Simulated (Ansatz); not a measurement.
**SnO: Field gradients at the nuclei**

The cell is a computed structure from the Materials Project (it need not be an observed phase), taken as it stands.

```
Sn O
1.0
     3.81370    0.00000    0.00000
     0.00000    3.81370    0.00000
     0.00000    0.00000    4.88691
Sn O
2 2
Direct
  0.00000 0.50000 0.23537
  0.50000 0.00000 0.76463
  0.50000 0.50000 0.00000
  0.00000 0.00000 0.00000
```

Atoms are numbered from 1 in the order listed; like atoms form one site, named after its first atom.

All values are calculated (Ansatz; DFT, r2SCAN, plane waves and PAW, scalar-relativistic, 500 eV cutoff, Γ-centred 9×9×7 k-points, Fermi–Dirac smearing 0.01 eV), not measured.

C_Q = eQV_zz/h, which is 24.18 MHz for Q = 1 b and V_zz = 10²¹ V/m²; η = (V_xx − V_yy)/V_zz. ν_Q = 3|C_Q|/[2I(2I − 1)].

17O: I = 5/2, Q = -25.58 mb. Nuclear quadrupole moments: year-2017 set (Pyykkö).

Question: What field gradients does the calculation give at each kind of site?

Answer: 

| site | atoms (order as listed) | first shell | C_Q (MHz) | η | ν_Q (MHz) |
| --- | --- | --- | --- | --- | --- |
| O | 3, 4 | 4 Sn at 2.23 Å | -0.074 | 0.00 | 0.011 |

An axis of threefold or higher order runs through O, so V_zz lies along it and η is zero.

Sn has no stable isotope with a ground-state quadrupole moment in the table, so these sites are left out.

Without spin–orbit coupling (the program notes it for Sn) the gradients can shift somewhat, as the gap is small. With a gap of 0.4 eV on this mesh, small gradients can still move by 0.1 × 10²¹ V/m² or more as the k-mesh gets denser.
